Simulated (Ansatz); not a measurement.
Method: DFT PBE, scalar-relativistic, plane waves, PAW (Ansatz 0.2.0). Settings: cutoff 420 eV, Γ-centred meshes spaced at most about 0.3 Å⁻¹, and about 0.25 Å⁻¹ or finer for metals (2π included), Gaussian smearing. No spin polarisation in the final relaxations.

These are static total energies at zero pressure.

Compare these two cells of Bi2TeO3, each relaxed at this level.

A.

```yaml
crystal:
  lattice:
    - [6.51354, 0.00000, 0.00000]
    - [-3.25677, 5.64089, 0.00000]
    - [0.00000, 0.00000, 8.68998]
  atoms:
    - { symbol: Bi, position: [0.00000, 0.00000, 0.16331] }
    - { symbol: Bi, position: [0.00000, 0.00000, 0.83669] }
    - { symbol: Te, position: [0.00000, 0.00000, 0.50000] }
    - { symbol: O, position: [0.24284, 0.00000, 0.00000] }
    - { symbol: O, position: [0.00000, 0.24284, 0.00000] }
    - { symbol: O, position: [0.75716, 0.75716, 0.00000] }
```

B.

```yaml
crystal:
  lattice:
    - [3.51605, 0.00000, 0.00000]
    - [0.00000, 3.51605, 0.00000]
    - [0.00000, 0.00000, 8.69843]
  atoms:
    - { symbol: Bi, position: [0.00000, 0.50000, 0.66618] }
    - { symbol: Bi, position: [0.50000, 0.00000, 0.33382] }
    - { symbol: Te, position: [0.00000, 0.00000, 0.00000] }
    - { symbol: O, position: [0.50000, 0.50000, 0.00000] }
    - { symbol: O, position: [0.00000, 0.50000, 0.39929] }
    - { symbol: O, position: [0.50000, 0.00000, 0.60071] }
```

**Question.** Which is lower in energy, and by how much?

**Answer.** B is lower, by 0.31 eV/atom. A has space group P-62m (No. 189), 53.2 Å³/atom and a gap of 0.98 eV on its mesh; B has space group P-4m2 (No. 115), 17.9 Å³/atom and no gap. Counting O or Te atoms around Bi (for each partner element, those within 1.25 times its shortest distance or 1.15 times the sum of covalent radii, where it is the nearest in units of that sum or under 1.3), A has Bi 4 and B has Bi 7. In A, Bi is surrounded by 3 O at 2.13 Å, 1 Bi at 2.84 Å and 1 Te at 2.93 Å; Te has 2 Bi at 2.93 Å; around O lie 2 Bi at 2.13 Å and 2 O at 2.74 Å. In B, Bi has 1 O at 2.32 Å, 4 O at 2.55 Å, 2 O at 3.39 Å and 2 Te at 3.39 Å; around Te lie 4 O at 2.49 Å; O on a site of symmetry -4m2 is surrounded by 4 Te at 2.49 Å; 1 more site not described. Both come from invented guesses. A third cell relaxed alike, in P-3m1, lies 106 meV/atom below the lower of the two.

Weakly bound directions are ill-defined at this level, which has no dispersion term (P-62m), and this can change margins and order among such cells. These runs have no spin–orbit coupling, which can matter for Bi and Te. Kohn–Sham gaps at this level usually fall short of measured ones. The missing spin–orbit coupling can work the other way here. Cells relaxed within their symmetry can be saddle points.
